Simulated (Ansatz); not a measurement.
HfB, one cell by several methods

```
Hf B
1.0
     0.00000    2.35620    2.31000
     2.35620    0.00000    2.31000
     2.35620    2.35620    0.00000
Hf B
1 1
Direct
  0.50000 0.50000 0.50000
  0.00000 0.00000 0.00000
```

Atoms are numbered in the order listed.

The cell comes from COD entry 1511179, which wasn't checked; take it as a given geometry. The listed cell was then made from it by scaling, straining or moving an atom.

Spin polarisation is left out, and whether a magnetic state lies lower isn't shown here.

Spin–orbit coupling is left out, though it moves levels of the heavy atoms by tenths of an eV or more.

Levels of theory: DFT, LDA, PAW with Ansatz's default frozen-core files, scalar-relativistic (Ansatz 0.2.0); DFT, LDA, all-electron PAW with datasets made for the crystal, scalar-relativistic (Ansatz 0.2.0); DFT, LDA, all-electron LAPW, scalar-relativistic (Ansatz 0.2.0).

For PAW: a Γ-centred 15×15×15 k mesh, Fermi–Dirac smearing of 0.05 eV, cutoff 420 eV, no spin polarisation; the PAW files were made with PBE, and the program remakes their frozen cores for this functional. The crystal-made all-electron datasets (AE datasets) take a cutoff of 400 eV at this cell. LAPW targets a basis error of 0.25 meV/atom. The Ansatz runs share mesh, smearing and spin set-up. Plane-wave (PAW) pressures include the program's estimate of the Pulay term.

Stress and pressure are positive in compression.

The change that made this cell: equal xx and yy strain of +2 %.

Spin–orbit coupling is left out, which moves gradients at and beside heavy atoms by some per cent and at worst by a factor of two.

In a metal, gradients converge slowly with the k mesh: the values move by tens of per cent from one mesh to another, at times in sign, so only the comparison on one mesh counts.

```
                             quantity    PAW  AE datasets   LAPW
                       pressure (GPa)   8.89         8.93   8.93
                      stress xx (GPa)   6.01         6.05   6.05
                      stress zz (GPa)  14.66        14.70  14.70
field gradient Vzz at Hf1 (10²¹ V/m²)  -3.86        -3.96      –
```

PAW's pressure differs from the LAPW value by -0.04 GPa.
